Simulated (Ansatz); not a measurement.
Run on SnSe (rocksalt type): DFT, LDA, norm-conserving pseudopotentials, Ansatz's default files, scalar-relativistic (Ansatz 0.2.0). This run: the series' base cell.

The cell comes from a relaxation on PAW files under the same functional, begun from a prototype that needn't be the stable phase.

Command: `ansatz run input.yaml --threads 1 --pin off --max-ram 2048MiB --backend cpu --events-out ev --progress --plain --runs-dir out` It took 9 s on 1 thread of Intel(R) Xeon(R) 6975P-C (Granite Rapids) (shared host), peak memory 0.55 GiB.

```yaml
crystal:
  lattice:
    - [0.0, 2.9485371505, 2.9485371505]
    - [2.9485371505, 0.0, 2.9485371505]
    - [2.9485371505, 2.9485371505, 0.0]
  atoms:
    - { symbol: Sn, position: [0.0, 0.0, 0.0] }
    - { symbol: Se, position: [0.5, 0.5, 0.5] }
kpoints:
  mp_grid: { grid: [14, 14, 14] }
scf:
  occupations: { method: fermi_dirac, width: 0.05 }
hamiltonian:
  xc: lda
  pseudopotentials: { kind: nc }
output:
  forces: true
  stress: true
  eigenvalues: true
```

Output:

```
Engine: ansatz 0.2.0
Pseudopotentials: kind: nc
Pseudopotential: Sn, nc, valence charge 14, recommended cutoff 979.609905 eV (normal), Sn.nc.azcp (PseudoDojo's, or run here from an input of PseudoDojo's: the run reads no file of this project's for it)
Pseudopotential: Se, nc, valence charge 16, recommended cutoff 1170.089609 eV (normal), Se.nc.azcp (PseudoDojo's, or run here from an input of PseudoDojo's: the run reads no file of this project's for it)
Functional definition: SPW92
  exchange = slater_x
  correlation = pw_c
Crystal: 2 atoms, lattice volume = 51.268 Å³
Basis set: ecut = 1170.089609 eV, 4645 PW (Γ)
Bands: 19, of which v1, the nominal top of the filled ones, is band 15 counted from 1 (14 counted from 0)
Symmetry: 48 space group operations
Space group: Fm-3m (ITA 225), of the structure as read, at distance tolerance 3.7e-5 Å
k-points: 104 of 2744
Non-local potential: Sn, projectors of the file, l = 0: 2, l = 1: 2, l = 2: 2
Non-local potential: Se, projectors of the file, l = 0: 2, l = 1: 2, l = 2: 2
Initial density: superposition of atomic densities (chi_scale 0.1, normalization cell, long waves kept (reshape's long-wave potential 0.00 eV rms))
Initial wavefunctions: pseudopotential atomic-orbital guess
Functional: x = slater, c = lda
SCF iter   1: F=—  HF=-5436.865512 eV  |F-HF|=—  |Δ(HF+E_count)|=         —  Δρ=3.27e-2  dr2=6.20e-1  ethr=3.10e-3  ⟨swp⟩=5.8  Hψ=9945  notcnv=0
preconditioner: auto → none  [insulator: Δε(μ)=0.196 eV  Ē_g=17.951 eV  σ=0.050 eV  W_gap=0.73  n_scr=14 (ndim 8)  ℏωp=23.2 eV  f_vac=0.000  D(μ)=0.12/eV (n_scr^D=0)  ε∞_Penn≈2.7]
SCF iter   2: F=—  HF=-5436.645027 eV  |F-HF|=—  |Δ(HF+E_count)|=   2.20e-1  Δρ=1.13e-2  dr2=9.48e-2  ethr=2.07e-3  ⟨swp⟩=4.0  Hψ=5190  notcnv=0
SCF iter   3: F=—  HF=-5436.619946 eV  |F-HF|=—  |Δ(HF+E_count)|=   2.51e-2  Δρ=5.37e-3  dr2=9.43e-3  ethr=3.16e-4  ⟨swp⟩=3.0  Hψ=3078  notcnv=0
SCF iter   4: F=—  HF=-5436.617178 eV  |F-HF|=—  |Δ(HF+E_count)|=   2.77e-3  Δρ=9.93e-4  dr2=2.96e-4  ethr=3.14e-5  ⟨swp⟩=2.9  Hψ=3588  notcnv=0
SCF iter   5: F=—  HF=-5436.617117 eV  |F-HF|=—  |Δ(HF+E_count)|=   6.08e-5  Δρ=1.33e-4  dr2=3.37e-6  ethr=9.85e-7  ⟨swp⟩=2.1  Hψ=3064  notcnv=0
SCF iter   6: F=—  HF=-5436.616988 eV  |F-HF|=—  |Δ(HF+E_count)|=   1.29e-4  Δρ=1.07e-5  dr2=2.29e-8  ethr=3.33e-10  ⟨swp⟩=6.8  Hψ=12358  notcnv=0
SCF iter   7: F=-5436.616988 eV  HF=-5436.616988 eV  |F-HF|=2.68e-10  |Δ(HF+E_count)|=   1.37e-8  Δρ=1.63e-6  dr2=5.44e-10  ethr=7.62e-11  ⟨swp⟩=2.2  Hψ=6198  notcnv=0
SCF 1 converged in 7 iterations: F = -5436.616988 eV  dr2 = 5.44e-10
SCF converged after 7 iterations
Free energy (F): -5436.616988 eV
Harris-Foulkes:  -5436.616988 eV  (|F-HF|=2.68e-10)
Internal energy: -5436.615821 eV  (E = F + TS)
E sigma→0 (E₀):  -5436.616405 eV
Entropy (-TS):   -0.001167 eV (-0.583 meV/atom)
Fermi energy:    10.237736 eV
--- Per-component energies (eV) ---
  E_band       = -450.008011
  E_kinetic    = 3405.457796
  E_local      = -3908.640320  (includes V_loc(G=0)·N_el)
  E_nonlocal   = -1990.490472
  E_hartree    = 1423.188458
  E_xc         = -1239.909245
  E_vxc        = -802.712502  (∫ρ·V_xc dr)
  E_ewald      = -3126.222038
  E_smearing   = -0.001167  (= −TS)
  E_closure    = 0.000000  (closes the sum)
  Σ components = -5436.616988   (vs F -5436.616988, Δ=0.00e0)
--- Forces (eV/Å), atoms counted from 1 ---
  atom   1  Sn     0.00000000    -0.00000000     0.00000000
  atom   2  Se     0.00000000    -0.00000000     0.00000000
  max |Σ_I F_I| component: 1.28e-27 eV/Å
--- Stress (GPa, compression-positive) ---
        0.012078       0.000000       0.000000
        0.000000       0.012078      -0.000000
        0.000000       0.000000       0.012078
  P = ⅓ Tr σ = 0.0121 GPa (0.121 kbar)
--- Band table (eV; the first three rows and the last of 104) ---
  k-point 0: bands = ["-37.8887", "-37.8887", "-37.8866", "-37.8866", "-37.8866", "-11.3819", "-11.3819", "-11.3784", "-11.3784", "-11.3784", "-4.2343", "5.0621", "7.7615", "7.7615", "7.7615", "14.5458", "14.5458", "14.5458", "15.9125"]
  k-point 1: bands = ["-37.8886", "-37.8886", "-37.8866", "-37.8866", "-37.8866", "-11.3822", "-11.3822", "-11.3783", "-11.3778", "-11.3778", "-4.1938", "4.8037", "7.7679", "7.7679", "7.9712", "14.1644", "14.2315", "14.2315", "15.9095"]
  k-point 2: bands = ["-37.8886", "-37.8886", "-37.8865", "-37.8865", "-37.8865", "-11.3836", "-11.3836", "-11.3779", "-11.3756", "-11.3756", "-4.0753", "4.2060", "7.7888", "7.7888", "8.4226", "13.4114", "13.5678", "13.5678", "15.9042"]
  k-point 103: bands = ["-37.8887", "-37.8886", "-37.8865", "-37.8865", "-37.8864", "-11.4111", "-11.3804", "-11.3751", "-11.3679", "-11.3550", "-2.7919", "2.9335", "4.8114", "5.2331", "9.0320", "11.8570", "14.5620", "15.2899", "16.9653"]
```

Next run (volume at 0.94 of the series' base cell), as changes to the input before:

```diff
   lattice:
-    - [0.0, 2.9485371505, 2.9485371505]
-    - [2.9485371505, 0.0, 2.9485371505]
-    - [2.9485371505, 2.9485371505, 0.0]
+    - [0.0, 2.8883460336, 2.8883460336]
+    - [2.8883460336, 0.0, 2.8883460336]
+    - [2.8883460336, 2.8883460336, 0.0]
   atoms:
```

Results part of the output:

```
SCF 1 converged in 7 iterations: F = -5436.578761 eV  dr2 = 2.96e-10
SCF converged after 7 iterations
Free energy (F): -5436.578761 eV
Harris-Foulkes:  -5436.578761 eV  (|F-HF|=5.18e-11)
Internal energy: -5436.577146 eV  (E = F + TS)
E sigma→0 (E₀):  -5436.577953 eV
Entropy (-TS):   -0.001615 eV (-0.807 meV/atom)
Fermi energy:    11.297868 eV
--- Per-component energies (eV) ---
  E_band       = -424.002449
  E_kinetic    = 3407.050202
  E_local      = -3805.748224  (includes V_loc(G=0)·N_el)
  E_nonlocal   = -1989.914108
  E_hartree    = 1384.319301
  E_xc         = -1240.913992
  E_vxc        = -804.029181  (∫ρ·V_xc dr)
  E_ewald      = -3191.370325
  E_smearing   = -0.001615  (= −TS)
  E_closure    = 0.000000  (closes the sum)
  Σ components = -5436.578761   (vs F -5436.578761, Δ=0.00e0)
--- Forces (eV/Å), atoms counted from 1 ---
  atom   1  Sn     0.00000000    -0.00000000    -0.00000000
  atom   2  Se     0.00000000    -0.00000000    -0.00000000
  max |Σ_I F_I| component: 1.43e-27 eV/Å
--- Stress (GPa, compression-positive) ---
        4.190652       0.000000       0.000000
        0.000000       4.190652       0.000000
       -0.000000       0.000000       4.190652
  P = ⅓ Tr σ = 4.1907 GPa (41.907 kbar)
--- Band table (eV; the first three rows and the last of 104) ---
  k-point 0: bands = ["-37.0564", "-37.0564", "-37.0536", "-37.0536", "-37.0536", "-10.4002", "-10.4002", "-10.3933", "-10.3933", "-10.3933", "-3.6984", "6.3021", "8.5825", "8.5825", "8.5825", "15.7968", "15.7968", "15.7968", "16.8475"]
  k-point 1: bands = ["-37.0564", "-37.0564", "-37.0536", "-37.0536", "-37.0536", "-10.4007", "-10.4007", "-10.3931", "-10.3925", "-10.3925", "-3.6533", "5.9604", "8.5892", "8.5892", "8.8674", "15.3578", "15.4322", "15.4322", "16.8797"]
  k-point 2: bands = ["-37.0564", "-37.0564", "-37.0536", "-37.0535", "-37.0535", "-10.4024", "-10.4024", "-10.3927", "-10.3898", "-10.3898", "-3.5212", "5.2307", "8.6111", "8.6111", "9.4240", "14.5588", "14.6974", "14.6974", "16.8909"]
  k-point 103: bands = ["-37.0564", "-37.0563", "-37.0535", "-37.0534", "-37.0533", "-10.4413", "-10.3988", "-10.3893", "-10.3799", "-10.3631", "-2.0229", "3.7362", "5.3990", "5.8508", "10.0411", "12.9487", "15.5787", "16.4694", "18.2952"]
```

Next run (volume at 0.88 of the series' base cell), as changes to the input before:

```diff
   lattice:
-    - [0.0, 2.8883460336, 2.8883460336]
-    - [2.8883460336, 0.0, 2.8883460336]
-    - [2.8883460336, 2.8883460336, 0.0]
+    - [0.0, 2.8255358904, 2.8255358904]
+    - [2.8255358904, 0.0, 2.8255358904]
+    - [2.8255358904, 2.8255358904, 0.0]
   atoms:
```

Results part of the output:

```
SCF 1 converged in 7 iterations: F = -5436.445834 eV  dr2 = 9.61e-9
SCF converged after 7 iterations
Free energy (F): -5436.445834 eV
Harris-Foulkes:  -5436.445834 eV  (|F-HF|=6.90e-9)
Internal energy: -5436.444112 eV  (E = F + TS)
E sigma→0 (E₀):  -5436.444973 eV
Entropy (-TS):   -0.001722 eV (-0.861 meV/atom)
Fermi energy:    12.518240 eV
--- Per-component energies (eV) ---
  E_band       = -394.746776
  E_kinetic    = 3408.994427
  E_local      = -3694.664302  (includes V_loc(G=0)·N_el)
  E_nonlocal   = -1989.255053
  E_hartree    = 1342.864082
  E_xc         = -1242.070493
  E_vxc        = -805.543736  (∫ρ·V_xc dr)
  E_ewald      = -3262.312771
  E_smearing   = -0.001722  (= −TS)
  E_closure    = 0.000000  (closes the sum)
  Σ components = -5436.445834   (vs F -5436.445834, Δ=0.00e0)
--- Forces (eV/Å), atoms counted from 1 ---
  atom   1  Sn     0.00000000    -0.00000000    -0.00000000
  atom   2  Se     0.00000000     0.00000000     0.00000000
  max |Σ_I F_I| component: 8.17e-28 eV/Å
--- Stress (GPa, compression-positive) ---
        9.977430      -0.000000       0.000000
       -0.000000       9.977430      -0.000000
        0.000000      -0.000000       9.977430
  P = ⅓ Tr σ = 9.9774 GPa (99.774 kbar)
--- Band table (eV; the first three rows and the last of 104) ---
  k-point 0: bands = ["-36.1120", "-36.1120", "-36.1082", "-36.1082", "-36.1082", "-9.3106", "-9.3106", "-9.2994", "-9.2994", "-9.2994", "-3.1008", "7.7235", "9.5183", "9.5183", "9.5183", "17.2047", "17.2047", "17.2047", "17.9061"]
  k-point 1: bands = ["-36.1120", "-36.1120", "-36.1082", "-36.1082", "-36.1082", "-9.3112", "-9.3112", "-9.2992", "-9.2983", "-9.2983", "-3.0506", "7.2563", "9.5254", "9.5254", "9.9192", "16.6766", "16.7755", "16.7755", "18.0003"]
  k-point 2: bands = ["-36.1119", "-36.1119", "-36.1082", "-36.1081", "-36.1081", "-9.3136", "-9.3136", "-9.2987", "-9.2949", "-9.2949", "-2.9033", "6.3691", "9.5488", "9.5488", "10.6007", "15.8335", "15.9627", "15.9627", "18.0231"]
  k-point 103: bands = ["-36.1120", "-36.1118", "-36.1081", "-36.1080", "-36.1078", "-9.3689", "-9.3095", "-9.2946", "-9.2823", "-9.2600", "-1.1457", "4.6281", "6.0683", "6.5543", "11.1980", "14.1863", "16.6958", "17.7600", "19.8310"]
```

Next run (volume at 0.55 of the series' base cell), as changes to the input before:

```diff
   lattice:
-    - [0.0, 2.8255358904, 2.8255358904]
-    - [2.8255358904, 0.0, 2.8255358904]
-    - [2.8255358904, 2.8255358904, 0.0]
+    - [0.0, 2.4157992045, 2.4157992045]
+    - [2.4157992045, 0.0, 2.4157992045]
+    - [2.4157992045, 2.4157992045, 0.0]
   atoms:
```

Results part of the output:

```
SCF 1 converged in 7 iterations: F = -5431.157527 eV  dr2 = 1.35e-9
SCF converged after 7 iterations
Free energy (F): -5431.157527 eV
Harris-Foulkes:  -5431.157527 eV  (|F-HF|=1.49e-10)
Internal energy: -5431.153014 eV  (E = F + TS)
E sigma→0 (E₀):  -5431.155271 eV
Entropy (-TS):   -0.004512 eV (-2.256 meV/atom)
Fermi energy:    23.332536 eV
--- Per-component energies (eV) ---
  E_band       = -132.785433
  E_kinetic    = 3434.032328
  E_local      = -2861.815970  (includes V_loc(G=0)·N_el)
  E_nonlocal   = -1983.979275
  E_hartree    = 1049.666074
  E_xc         = -1253.432007
  E_vxc        = -820.355939  (∫ρ·V_xc dr)
  E_ewald      = -3815.624164
  E_smearing   = -0.004512  (= −TS)
  E_closure    = 0.000000  (closes the sum)
  Σ components = -5431.157527   (vs F -5431.157527, Δ=0.00e0)
--- Forces (eV/Å), atoms counted from 1 ---
  atom   1  Sn    -0.00000000     0.00000000     0.00000000
  atom   2  Se     0.00000000     0.00000000    -0.00000000
  max |Σ_I F_I| component: 8.68e-28 eV/Å
--- Stress (GPa, compression-positive) ---
      128.636584      -0.000000       0.000000
       -0.000000     128.636584       0.000000
        0.000000      -0.000000     128.636584
  P = ⅓ Tr σ = 128.6366 GPa (1286.366 kbar)
--- Band table (eV; the first three rows and the last of 104) ---
  k-point 0: bands = ["-27.4096", "-27.4096", "-27.3845", "-27.3845", "-27.3845", "-0.1052", "-0.1052", "-0.0494", "-0.0494", "-0.0494", "2.1834", "18.3965", "18.3965", "18.3965", "21.5304", "27.7473", "27.7473", "27.7473", "29.2093"]
  k-point 1: bands = ["-27.4095", "-27.4095", "-27.3845", "-27.3844", "-27.3844", "-0.1111", "-0.1111", "-0.0503", "-0.0437", "-0.0437", "2.2745", "17.5555", "18.4161", "18.4161", "22.2051", "27.0319", "27.7460", "27.7460", "29.1559"]
  k-point 2: bands = ["-27.4092", "-27.4092", "-27.3843", "-27.3841", "-27.3841", "-0.1304", "-0.1304", "-0.0537", "-0.0249", "-0.0249", "2.5465", "15.9660", "18.4777", "18.4777", "23.1020", "26.4757", "27.0955", "27.0955", "28.9094"]
  k-point 103: bands = ["-27.4096", "-27.4072", "-27.3836", "-27.3822", "-27.3800", "-0.5981", "-0.1311", "-0.0454", "0.0262", "0.1663", "7.3618", "12.4442", "12.5136", "13.2500", "22.2796", "25.7422", "26.4400", "28.4722", "34.2565"]
```

Spin–orbit coupling is left out, which matters for the heavy atoms. The norm-conserving files are those that the library serves for this functional.
